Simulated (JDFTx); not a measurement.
An input for JDFTx (a modified build) (Au(100), CANDLE, water, 1 M NaCl; bohr, hartree) and the course of its log:

```
lattice \
  5.5738368721 0.0000000000 0.0000000000 \
  0.0000000000 5.5738368721 0.0000000000 \
  0.0000000000 0.0000000000 45.9203448284
coords-type Lattice
ion Au 0.0000000000 0.0000000000 -0.1716580250 0
ion Au 0.5000000000 0.5000000000 -0.0858290120 0
ion Au 0.0000000000 0.0000000000 0.0000000000 0
ion Au 0.5000000000 0.5000000000 0.0858290120 0
ion Au 0.0000000000 0.0000000000 0.1716580250 0
ion-species pseudo/au_pbe_v1.upf
elec-cutoff 20 100
elec-ex-corr gga-PBE
coulomb-interaction Slab 001
coulomb-truncation-embed 0 0 0
kpoint-folding 8 8 1
elec-smearing Fermi 0.005
elec-n-bands 39
target-mu -0.157655
electronic-scf nIterations 100 energyDiffThreshold 1e-07
fluid LinearPCM
pcm-variant CANDLE
fluid-solvent H2O
fluid-cation Na+ 1
fluid-anion Cl- 1
fluid-minimize nIterations 400 knormThreshold 1e-11
wavefunction read 005_f0.wfns
elec-initial-eigenvals 005_f0.eigenvals
elec-initial-fillings read 005_f0.fillings
fluid-initial-state 005_f0.fluidState
dump-name 005_f0_u0.$VAR
dump End State Ecomponents EigStats BandEigs Forces ElecDensity IonicPositions Fillings Kpoints Dtot FluidDebug BoundCharge FluidDensity
```

```
[one cycle in 5 is shown, and the last three; fluid-solver lines are left out]
	FillingsUpdate:  mu: -0.157655000  nElectrons: 55.911932
SCF: Cycle:  0   G: -164.372171721123152   dG: +2.614e-01   |Residual|: 4.563e-02   |deigs|: 5.741e-05
	FillingsUpdate:  mu: -0.157655000  nElectrons: 55.180495
SCF: Cycle:  5   G: -164.631014220654663   dG: -1.286e-03   |Residual|: 6.554e-03   |deigs|: 3.328e-04
	FillingsUpdate:  mu: -0.157655000  nElectrons: 55.220910
SCF: Cycle: 10   G: -164.628049192344150   dG: +2.191e-03   |Residual|: 8.226e-03   |deigs|: 1.146e-03
	FillingsUpdate:  mu: -0.157655000  nElectrons: 56.234947
SCF: Cycle: 15   G: -164.127254600958366   dG: +9.526e-02   |Residual|: 6.231e-02   |deigs|: 2.862e-03
	FillingsUpdate:  mu: -0.157655000  nElectrons: 55.385694
SCF: Cycle: 20   G: -164.604110900340515   dG: -4.795e-03   |Residual|: 1.591e-02   |deigs|: 1.548e-03
	FillingsUpdate:  mu: -0.157655000  nElectrons: 55.474252
SCF: Cycle: 25   G: -164.591927547729057   dG: +1.372e-03   |Residual|: 1.948e-02   |deigs|: 4.602e-04
	FillingsUpdate:  mu: -0.157655000  nElectrons: 55.393497
SCF: Cycle: 30   G: -164.608836586627632   dG: -6.003e-03   |Residual|: 1.609e-02   |deigs|: 6.507e-04
	FillingsUpdate:  mu: -0.157655000  nElectrons: 55.204306
SCF: Cycle: 35   G: -164.634932197474967   dG: -1.422e-02   |Residual|: 1.268e-02   |deigs|: 3.571e-03
	FillingsUpdate:  mu: -0.157655000  nElectrons: 55.196312
SCF: Cycle: 40   G: -164.635193583800572   dG: -7.037e-03   |Residual|: 8.990e-04   |deigs|: 2.691e-03
	FillingsUpdate:  mu: -0.157655000  nElectrons: 55.198205
SCF: Cycle: 45   G: -164.635196542373933   dG: -2.890e-06   |Residual|: 2.741e-04   |deigs|: 4.269e-05
	FillingsUpdate:  mu: -0.157655000  nElectrons: 55.200896
SCF: Cycle: 50   G: -164.635201830623316   dG: +4.315e-08   |Residual|: 3.863e-05   |deigs|: 1.229e-04
	FillingsUpdate:  mu: -0.157655000  nElectrons: 55.201318
SCF: Cycle: 55   G: -164.635201961059920   dG: -2.104e-07   |Residual|: 1.335e-05   |deigs|: 8.395e-05
	FillingsUpdate:  mu: -0.157655000  nElectrons: 55.201339
SCF: Cycle: 60   G: -164.635201964322562   dG: -1.720e-08   |Residual|: 1.110e-05   |deigs|: 1.761e-05
	FillingsUpdate:  mu: -0.157655000  nElectrons: 55.201682
SCF: Cycle: 65   G: -164.635201954570846   dG: +6.479e-09   |Residual|: 1.195e-05   |deigs|: 1.013e-05
	FillingsUpdate:  mu: -0.157655000  nElectrons: 55.201964
SCF: Cycle: 70   G: -164.635201803658674   dG: +1.636e-07   |Residual|: 3.582e-05   |deigs|: 1.349e-05
	FillingsUpdate:  mu: -0.157655000  nElectrons: 55.201337
SCF: Cycle: 75   G: -164.635201962123034   dG: -6.141e-07   |Residual|: 1.194e-05   |deigs|: 2.466e-05
	FillingsUpdate:  mu: -0.157655000  nElectrons: 55.202220
SCF: Cycle: 80   G: -164.635201545223623   dG: +4.203e-07   |Residual|: 5.588e-05   |deigs|: 1.998e-05
	FillingsUpdate:  mu: -0.157655000  nElectrons: 55.201347
SCF: Cycle: 85   G: -164.635201963376460   dG: -3.445e-07   |Residual|: 1.124e-05   |deigs|: 1.921e-05
	FillingsUpdate:  mu: -0.157655000  nElectrons: 55.201985
SCF: Cycle: 90   G: -164.635201819891876   dG: +1.423e-07   |Residual|: 3.008e-05   |deigs|: 1.572e-05
	FillingsUpdate:  mu: -0.157655000  nElectrons: 55.201371
SCF: Cycle: 95   G: -164.635201965338894   dG: -9.661e-08   |Residual|: 6.579e-06   |deigs|: 1.395e-05
	FillingsUpdate:  mu: -0.157655000  nElectrons: 55.201351
SCF: Cycle: 97   G: -164.635201963253849   dG: -4.385e-07   |Residual|: 1.021e-05   |deigs|: 2.083e-05
	FillingsUpdate:  mu: -0.157655000  nElectrons: 55.201970
SCF: Cycle: 98   G: -164.635201832600359   dG: +1.307e-07   |Residual|: 2.848e-05   |deigs|: 1.682e-05
	FillingsUpdate:  mu: -0.157655000  nElectrons: 55.201391
SCF: Cycle: 99   G: -164.635201967005713   dG: -1.344e-07   |Residual|: 5.854e-06   |deigs|: 1.629e-05
SCF: None of the convergence criteria satisfied after 100 iterations.
IonicMinimize: Iter:   0  G: -164.635201967005713  |grad|_K:  0.000e+00
IonicMinimize: Converged (|grad|_K<1.000000e-04).
```

This run gave no converged result. The loop ran out of cycles short of its threshold. It has stalled and not diverged: the last ten energies span 4e-07 Ha, so the total is near its end, but levels, forces and the electron count aren't shown converged.
